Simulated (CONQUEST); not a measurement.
Consider a self-consistent single point of TiSi (Pnma, 8 atoms in the cell; from Materials Project mp-7092, changed as shown).

```
CELL_PARAMETERS angstrom
      6.50580     0.00000     0.00000
      0.00000     3.62815     0.00000
      0.00000     0.00000     4.98855
ATOMIC_POSITIONS crystal
  Ti 0.67568 0.25000 0.37178
  Ti 0.32432 0.75000 0.62822
  Ti 0.82432 0.75000 0.87178
  Ti 0.17568 0.25000 0.12822
  Si 0.54393 0.25000 0.85540
  Si 0.45607 0.75000 0.14460
  Si 0.95607 0.75000 0.35540
  Si 0.04393 0.25000 0.64460
```

Level of theory: LDA (PW92), numerical atomic orbitals double-zeta with polarisation (the shipped basis), PseudoDojo norm-conserving potentials made for LDA (CONQUEST).

CONQUEST settings:

- basis = DZP
- Diag.MPMeshX, Y, Z = 4 8 6
- potentials = PseudoDojo norm-conserving LDA
- Grid.GridCutoff = 140 Ha
- DM.SolutionMethod = diagon
- Diag.kT = 0.003675 Ha
- Diag.GammaCentred = true
- minE.SCTolerance = 1.0e-06
- SC.MaxIters = 100
- SC.LinearMixingFactor = 0.5
- SC.KerkerPreCondition = true
- SC.KerkerFactor = 0.5 1/bohr
- AtomMove.TypeOfRun = static

Results:

- Number of valence electrons = 64
- Number of bands = 128
- Number of k-points after the program's reduction = 140
- Size of the basis = 128
- Number of SCF iterations = 14
- FFT grid = 72 × 40 × 60
- Free energy E − TS = -6928.9140 eV
- Fermi level (on the code's own zero) = -7.52 eV
- Pressure = -4.50 GPa
- Largest force (vector length) = 0.200 eV/Å

Forces (eV/Å):
```tsv
atom	Fx	Fy	Fz
Ti1	0.004	0.000	0.021
Ti2	-0.004	0.000	-0.021
Ti3	-0.004	0.000	0.021
Ti4	0.004	0.000	-0.021
Si5	0.063	0.000	-0.189
Si6	-0.063	0.000	0.189
Si7	-0.063	0.000	-0.189
Si8	0.063	0.000	0.189
```

For comparison: a first run was changed to give this one (lattice scaled by 0.98), and from it to this one the free energy drops by 47.6 meV/atom, the pressure goes from -11.76 to -4.50 GPa and the largest force goes from 0.152 to 0.200 eV/Å.

The program uses no crystal symmetry, so grid and mesh can part values that symmetry would make equal. The atom-centred basis is finite, which shifts total energies, pressures and forces against plane waves. The structure comes from a collection of computed structures, made at another level of theory; the collection holds predicted forms beside known ones. Its lattice was then scaled. No clean gap shows at this smearing width and mesh (spacing up to 0.24 Å⁻¹); the mesh is coarse for partly filled bands, so the values carry mesh errors.

Cost on one core: around 4 core-minutes (rough).
